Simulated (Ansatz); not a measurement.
A geometry of Hf away from equilibrium: the start of the relaxation of a generated cell, Hf built in the AFLOW prototype A_cI16_220_c (as in Li). These are PBE (plane waves to 420 eV, PAW, scalar-relativistic; Ansatz, an electronic-structure program) values and carry that method's errors. Γ-centred k-mesh 7×7×7 on the run's cell (coarser than for final values), Fermi–Dirac smearing 0.05 eV.

```xyz
8
Lattice="-3.5541 3.5541 3.5541 3.5541 -3.5541 3.5541 3.5541 3.5541 -3.5541" Properties=species:S:1:pos:R:3 pbc="T T T"
Hf     1.4287     1.4287     1.4287
Hf    -1.4287     2.1253     1.4287
Hf     2.1253     1.4287    -1.4287
Hf     1.4287    -1.4287     2.1253
Hf     3.2058     3.2058     3.2058
Hf     0.3483     3.9024    -0.3483
Hf     3.9024    -0.3483     0.3483
Hf    -0.3483     0.3483     3.9024
```

Question: Predict the force on each atom, in eV/Å.

Answer: 
```tsv
atom	Fx	Fy	Fz
Hf1	1.07	1.07	1.07
Hf2	-1.07	-1.07	1.07
Hf3	-1.07	1.07	-1.07
Hf4	1.07	-1.07	-1.07
Hf5	1.07	1.07	1.07
Hf6	-1.07	-1.07	1.07
Hf7	-1.07	1.07	-1.07
Hf8	1.07	-1.07	-1.07
```

Question: What is the pressure?

Answer: +3.9 GPa, compression positive.

Question: How far above the relaxed end point is this geometry?

Answer: 0.31 eV/atom; the path ends in I-43d (No. 220) (AFLOW prototype A_cI16_220_c (as in Li)).

No spin polarisation in the result.

The run could not lose the symmetry of its start: the end is stationary, and may be a saddle point rather than a minimum.

The end of the path is a generated cell of Hf: the first start was made by placing the elements on the sites of a structure type, and the end was not matched to a known phase here, so it may be hypothetical. Known forms of Hf include space group No. 194.
